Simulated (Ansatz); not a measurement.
Method: DFT, revPBE, plane waves (420 eV) with PAW, scalar-relativistic (Ansatz). (PAW data from PBE, frozen cores regenerated.)

An element in the dhcp structure gives this curve. The cell is scaled uniformly from the relaxed one, with fractional coordinates and shape fixed. Energies are extrapolated to zero smearing, pressures are those at the given smearing. Magnetic state: spin not included.

```csv
V (Å³/atom),E − E₀ (meV/atom),P (GPa)
13.822,59.6,11.70
14.450,24.0,6.81
15.079,5.4,3.02
15.707,0.0,0.09
16.335,4.7,-2.17
16.963,17.1,-3.90
17.592,35.5,-5.21
```

**Question.** Which element is it?
A. zinc
B. tungsten
C. aluminium
D. rhenium

**Answer.** A. Its fit is V₀ = 15.70 Å³/atom, B₀ = 64 GPa, B₀′ = 5.5.
